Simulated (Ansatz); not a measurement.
SiNi3 (Cu3Au type, space group No. 221) under volume change, plane-wave PAW r²SCAN (Ansatz code), scaled uniformly.

| V (Å³/atom) | E − E(relaxed) (meV/atom) | P (GPa) |
|---|---|---|
| 9.459 | 75.8 | 28.36 |
| 9.771 | 31.7 | 17.25 |
| 10.083 | (withheld) | (withheld) |
| 10.395 | 0.0 | 0.02 |
| 10.706 | 6.6 | -6.60 |
| 11.018 | 25.0 | -12.17 |
| 11.330 | (withheld) | (withheld) |

### Question
Complete the blanks.

### Answer

- 10.083, E − E(relaxed) (meV/atom): 7.5
- 10.083, P (GPa): 7.90
- 11.330, E − E(relaxed) (meV/atom): 53.4
- 11.330, P (GPa): -16.83

### Question
What does a third-order Birch–Murnaghan fit give for V₀, B₀ and B′?

### Answer
V₀ = 10.40 Å³/atom, B₀ = 240 GPa, B′ = 4.8.

Space group Pm-3m (Cu3Au type). Symmetry was held in the r²SCAN relaxation; of distortions, only those at the zone centre were tested. The workflow began spin-polarised and lost its moments.

Potentials: the later of the program's two PAW sets.
